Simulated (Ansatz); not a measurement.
An Ansatz input (plane waves, PAW) for ReSe in the rocksalt structure that has something wrong with it:

```yaml
crystal:
  lattice:
    - [0.0, 2.6207555219, 2.6207555219]
    - [2.6207555219, 0.0, 2.6207555219]
    - [2.6207555219, 2.6207555219, 0.0]
  atoms:
    - { symbol: Re, position: [0.5, 0.5, 0.5], spin: 2.0 }
    - { symbol: Se, position: [0.0, 0.0, 0.0] }
basis:
  ecutwfc: 500
  ecutrho_ratio: 4
kpoints:
  mp_grid: { grid: [12, 12, 12], kspacing: 0.3 }
hamiltonian:
  xc: r2scan
scf:
  occupations: { method: gaussian, width: 0.05 }
  max_iter: 50
output:
  forces: true
  stress: true
magnetization:
  spin_polarized: true
```

Launched as:
```sh
ansatz run input.yaml --threads 2 --pin off --max-ram 2662MiB --backend cpu --events-out ev --progress --plain --runs-dir out
```

Problem. What is wrong with it?

Solution. Both a mesh and a spacing. Against the sound input: kpoints.mp_grid.kspacing: 0.3 (the cap on iterations is only a precaution).

What the program printed:

```
Error: invalid value for `kpoints.mp_grid.kspacing`: mutually exclusive with `grid` — set one or the other
```

The input was refused before any iteration. Cost: 0.13 s on 2 threads of Arm Neoverse V1 (shared host), peak memory 0.082 GiB. The run before the change (r²SCAN, 500 eV, 12×12×12 mesh) gave:

| run | P (GPa) | gap on the mesh (eV) | cell moment (μB) | largest force component (eV/Å) |
| --- | --- | --- | --- | --- |
| sound | 0.0 | metal | 2.31 | 0.000 |

The two runs also differ in their start: the sound one had the moments 1.95, 0.00 μB typed, and went on from the state of an earlier run.

The start was a prototype's sites filled with these elements, not a measured cell.

Of that run: The run wasn't fully tested for a lower electronic state. The moments were started parallel, and the real magnetic order may be another.
